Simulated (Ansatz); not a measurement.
# TiRe (Pm-3m): energy against the cell's spin moment

Geometry: a structure as deposited in COD; nothing is relaxed.

Settings: PBEsol, 11×11×11 k mesh, Fermi–Dirac smearing of 0.1 eV. PAW means Ansatz 0.2.0 on its default frozen-core files; LAPW is all-electron LAPW in Ansatz 0.2.0. Site moments are integrated in spheres about the atoms, whose radii differ between the methods.

The reference run was typed so:

```yaml
crystal:
  lattice:
    - [3.118, 0.0, 0.0]
    - [0.0, 3.118, 0.0]
    - [0.0, 0.0, 3.118]
  atoms:
    - { symbol: Ti, position: [0.5, 0.5, 0.5], spin: 1.0 }
    - { symbol: Re, position: [0.0, 0.0, 0.0], spin: 1.5 }
magnetization:
  spin_polarized: true
kpoints:
  mp_grid: { grid: [11, 11, 11] }
scf:
  occupations: { method: fermi_dirac, width: 0.1 }
  lower_state_search: "off"
hamiltonian:
  xc: pbesol
  pseudopotentials: { kind: paw }
output:
  forces: true
  stress: true
  eigenvalues: true
  populations: true
  dos: { projected: true, de: 0.1, e_range: [-8, 5] }
  write_density: true
  write_potential: true
  elf: true
  volumetric_format: npy
```

Command: `ansatz run input.yaml --threads 1 --pin off --max-ram 3072MiB --backend cpu --events-out ev --progress --plain --runs-dir out`

The input for «total moment held at 1.5 μB» by PAW differs from it in these lines, output keys apart:

```diff
-    - { symbol: Ti, position: [0.5, 0.5, 0.5], spin: 1.0 }
-    - { symbol: Re, position: [0.0, 0.0, 0.0], spin: 1.5 }
+    - { symbol: Ti, position: [0.5, 0.5, 0.5], spin: 0.75 }
+    - { symbol: Re, position: [0.0, 0.0, 0.0], spin: 0.75 }
+  initial_magnetization: 1.5
+  spin_locking: { lock_magnetization: hard }
```

The input for «total moment held at 0.2 μB» by LAPW differs from it in these lines, output keys apart:

```diff
-    - { symbol: Ti, position: [0.5, 0.5, 0.5], spin: 1.0 }
-    - { symbol: Re, position: [0.0, 0.0, 0.0], spin: 1.5 }
+    - { symbol: Ti, position: [0.5, 0.5, 0.5], spin: 0.1 }
+    - { symbol: Re, position: [0.0, 0.0, 0.0], spin: 0.1 }
+  initial_magnetization: 0.2
+  spin_locking: { lock_magnetization: hard }
-  pseudopotentials: { kind: paw }
+  pseudopotentials: { kind: all_electron, lapw: { basis_error: 0.0005 } }
```

Each run fixes M = N↑ − N↓ with two Fermi levels; the holding field B = (E_F↑ − E_F↓)/2μB is the slope of the free energy against M over μB. Energies count from each method's free run. The held moment starts spread evenly over Ti1, Re2.

**Question.** Does the cell keep a net moment when the moments are free, and how does its energy change with a held moment?

**Answer.** The free run has no net moment (M = 0.00 μB). 
| M (μB/cell) | ΔF PAW (meV/cell) | ΔF LAPW (meV/cell) | B, PAW (T) | largest site moment, PAW (μB) | pressure, PAW (GPa) |
| --- | --- | --- | --- | --- | --- |
| 0.00 | 0.0 | 0.0 | – | 0.00 | -7.3 |
| 0.20 | +8.2 | +8.2 | +1478 | 0.08 | -7.2 |
| 0.40 | +36.5 | +36.5 | +3454 | 0.16 | -7.0 |
| 0.70 | +117.8 | +117.7 | +5811 | 0.30 | -6.2 |
| 1.00 | +244.3 | – | +9240 | 0.44 | -5.2 |
| 1.50 | +626.6 | – | +15818 | 0.59 | -2.9 |
| 2.00 | +1127.3 | +1126.5 | +18628 | 0.74 | 0.2 |
| 2.80 | +2074.9 | – | +22150 | 1.03 | 6.9 |

**Question.** The unpolarised density of states at the Fermi level, averaged over the smearing, is 1.67 states/eV per cell. What Stoner enhancement follows from the smallest held moment?

**Answer.** S = M/(μB·B·N) = 0.20/(0.0856 eV × 1.67/eV) ≈ 1.4, so I·N/2 ≈ 0.28; the Stoner criterion for ferromagnetism asks for 1. On this mesh S is a rough figure.

Separate runs put a uniform field on the spins (g = 2):

```
field (T)  M PAW (μB/cell)  M LAPW (μB/cell)
      300            0.044             0.044
      600            0.087             0.087
```

The PAW files were made with PBE; the program remakes their cores once for the run's functional and then keeps them frozen. The Ansatz runs typed with the search for lower states off end where their start leads. Spin–orbit coupling is left out although heavy atoms are present. These are results for the start and cell typed. The real compound can order otherwise, in a larger cell, or not at all, since semilocal functionals at zero temperature often overstate magnetism.
